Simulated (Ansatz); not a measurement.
Ti5O9:
```
CELL_PARAMETERS angstrom
     -5.57559     0.00000     0.00000
     -2.13160    -2.38375    -7.84741
     -2.27170    -6.74442     0.00000
ATOMIC_POSITIONS crystal
  Ti 0.27061 0.57629 0.67424
  Ti 0.72939 0.42371 0.32576
  Ti 0.28350 0.58281 0.17053
  Ti 0.71650 0.41719 0.82947
  Ti 0.65369 0.79601 0.34505
  Ti 0.34631 0.20399 0.65495
  Ti 0.64959 0.79325 0.84533
  Ti 0.35041 0.20675 0.15467
  Ti 0.00000 0.00000 0.00000
  Ti 0.00000 0.00000 0.50000
  O  0.68777 0.54194 0.53044
  O  0.31223 0.45806 0.46956
  O  0.92809 0.58069 0.80345
  O  0.07191 0.41931 0.19655
  O  0.41488 0.63235 0.86487
  O  0.58512 0.36765 0.13513
  O  0.59254 0.67472 0.15466
  O  0.40746 0.32528 0.84534
  O  0.01701 0.76077 0.19222
  O  0.98299 0.23923 0.80778
  O  0.62473 0.02026 0.14873
  O  0.37527 0.97974 0.85127
  O  0.08248 0.08047 0.19741
  O  0.91752 0.91953 0.80259
  O  0.25928 0.13655 0.46211
  O  0.74072 0.86345 0.53789
  O  0.71630 0.20432 0.51134
  O  0.28370 0.79568 0.48866
```
The run is spin-polarised; directions of the spins, atom by atom: ↑ ↑ ↑ ↑ ↑ ↑ ↑ ↑ ↑ ↑ 0 0 0 0 0 0 0 0 0 0 0 0 0 0 0 0 0 0.

Relaxed with r²SCAN. Special points in fractions of this cell's reciprocal vectors: Γ (0.000, 0.000, 0.000); X (0.500, 0.000, 0.000); Y (0.000, 0.500, 0.000); Z (0.000, 0.000, 0.500); R (0.500, 0.500, 0.500); T (0.000, 0.500, 0.500); U (0.500, 0.000, 0.500); V (0.500, 0.500, 0.000).

### Question
List the band energies nearest the Fermi level at these points for r²SCAN (plane waves, PAW; program Ansatz).

### Answer
In eV from the Fermi level; about four levels below and three above (degenerate sets whole), none deeper than 8.9 eV; points with the same levels are listed once.

```tsv
k	below	above
Γ ↑	-0.52 -0.43 -0.35 -0.01	0.06 0.24 0.30
X ↑	-0.43 -0.24 -0.14 -0.12	0.19 0.29 0.29
Y ↑	-0.69 -0.36 -0.14 -0.12	0.04 0.30 0.32
Z ↑	-0.67 -0.33 -0.12 -0.04	0.04 0.14 0.20
R ↑	-0.36 -0.31 -0.20 -0.10	0.05 0.19 0.33
T ↑	-0.62 -0.38 -0.31 -0.01	0.11 0.22 0.23
U ↑	-0.41 -0.34 -0.28 -0.27	0.19 0.20 0.28
V ↑	-0.48 -0.43 -0.33 -0.19	0.02 0.14 0.17
Γ ↓	-3.70 -3.64 -3.59 -3.31	0.26 0.42 0.46
X ↓	-4.00 -3.99 -3.77 -3.64 -3.63	0.14 0.32 0.40
Y ↓	-3.84 -3.81 -3.75 -3.35	0.13 0.40 0.49
Z ↓	-3.79 -3.76 -3.63 -3.40	0.17 0.36 0.51
R ↓	-4.01 -3.69 -3.66 -3.57	0.31 0.47 0.52
T ↓	-3.79 -3.72 -3.64 -3.57	0.25 0.29 0.51
U ↓	-3.95 -3.82 -3.57 -3.52	0.17 0.44 0.55
V ↓	-3.87 -3.74 -3.67 -3.59	0.28 0.37 0.43
```

Space group P-1. The first step of the workflow began from a Materials Project structure, measured or hypothetical; the Crystallography Open Database files this formula in space group No. 2, but the cells were not matched. Its standing as an ambient phase is unchecked. Symmetry was held in the r²SCAN relaxation; whether a distortion lowers the energy is not shown. The final state is ferromagnetic, the only order run, not a proven ground state. Other orbital occupations within this spin state were not tried. No Hubbard U is applied. The compound may be a true metal, but semilocal functionals without U, or a wrong spin order, can also close a gap.

Potentials: the later of the program's two PAW sets.
